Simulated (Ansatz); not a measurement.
One crystal and one scan (scan of one atom of the cell) at two levels, PBE (plane waves to 420 eV, PAW, scalar-relativistic; Ansatz, a quantum-chemistry and plane-wave program) and r2SCAN (plane waves to 500 eV, PAW, scalar-relativistic; Ansatz), each from its own relaxed cell and on its own mesh. The cell shown is that of PBE.

Starting cell, PbTe (rock salt):

```xyz
4
Lattice="0.0000 6.5690 6.5690 3.2845 0.0000 3.2845 3.2845 3.2845 0.0000" Properties=species:S:1:pos:R:3 pbc="T T T"
Te     0.0000     0.0000     0.0000
Te     0.0000     3.2845     3.2845
Pb     3.2845     3.2845     3.2845
Pb     3.2845     6.5690     6.5690
```

In each cell atom 3 (Pb, nearest neighbour Te at 3.285 Å; its periodic images, 4.6 Å or more away, move with it) moves by s·(0.707, 0.707, 0.000) (along Cartesian [110]), the rest being held.

E stands for the smeared free energy. PbTe was relaxed with its symmetry unable to fall. Spin-orbit coupling is left out, though Pb and Te are heavy. Percentages come from the unrounded values. Both scans cover s from -0.330 to 0.330 Å.

Results of PBE:

```
Quantity                                                                                                                   Value
----------------------------------------------------------------  --------------------------------------------------------------
Lattice constant a (Å)                                                                                                     6.569
Band gap of the relaxed cell, no spin-orbit coupling (eV)                                                                   0.83
Energy at s = 0.330 Å (meV/cell)                                                                                            71.3
Force along the line at s = -0.330 Å (eV/Å)                                                                                0.495
Force constant k = d²E/ds² at s = 0 (finite differences) (eV/Å²)                                                            1.10
Symmetry of the curve                                                                              even: the same for both signs
Shape of the curve                                                a single well with its minimum at or next to zero displacement
```

Problem. What does r2SCAN give for the same quantities?

Solution. 
```csv
quantity,r2SCAN,PBE − r2SCAN
Lattice constant a (Å),6.534,+0.035 (+0.5 %)
"Band gap of the relaxed cell, no spin-orbit coupling (eV)",1.09,-0.26 (-24 %)
Energy at s = 0.330 Å (meV/cell),71.5,-0.2 (-0.3 %)
Force along the line at s = -0.330 Å (eV/Å),0.504,-0.009 (-1.7 %)
Force constant k = d²E/ds² at s = 0 (finite differences) (eV/Å²),1.08,+0.02 (+2 %)
```

PBE gives the higher value for: lattice constant a. PBE gives the lower value for: band gap of the relaxed cell, no spin-orbit coupling; force along the line at s = -0.330 Å. They agree on: energy at s = 0.330 Å (within 1.5 %). Both give the same symmetry of the curve: even: the same for both signs.

(For displaced atoms, the force is minus the slope of the energy, and its curvature is a force constant, which sets phonon frequencies.)
